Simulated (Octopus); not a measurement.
**NaCl (Fm-3m, No. 225): conduction levels under hydrostatic strain**

NaCl (Fm-3m, No. 225), cubic lattice constant 5.588 Å. The cell is a database entry, not relaxed again.

Level: LDA. Code: Octopus 16.4. Numerical set-up: grid spacing about 0.16 Å, Γ-centred 6×6×6 k-mesh, Fermi-Dirac smearing of 0.01 eV, no spin polarisation; PseudoDojo 0.4 LDA potentials. The cell is scaled uniformly. Energies of the lowest empty band count from each cell's highest valence level among the special points, at Γ; they are Kohn-Sham values at fixed points of the zone. The level at X is left out: two levels cross there within the series.

```
a (Å)  ln(V/V₀)  Γ (eV)  L (eV)
-----  --------  ------  ------
5.337   -0.1381   5.403   7.144
5.393   -0.1069   5.256   7.097
5.448   -0.0760   5.117   7.048
5.504   -0.0453   4.987   6.998
5.560   -0.0150   4.863   6.947
5.588    0.0000       ?       ?
5.644    0.0299   4.691   6.869
```

V₀ is the volume of the database cell.

Task: Fit each column by a quadratic in ln V through the rows shown. Give the volume deformation potentials dE/d ln V at the withheld row, and predict that row.

Result: Fits: Γ: 4.804 −3.88 x +3.3 x²; L: 6.921 −1.73 x −0.8 x², with x = ln(V/V₀). At x = 0.0000 the slopes are −3.9 eV (Γ), −1.7 eV (L). Predicted against computed: 4.804 against 4.804 eV, 6.921 against 6.921 eV.

The lowest of these levels is that at Γ in all rows.
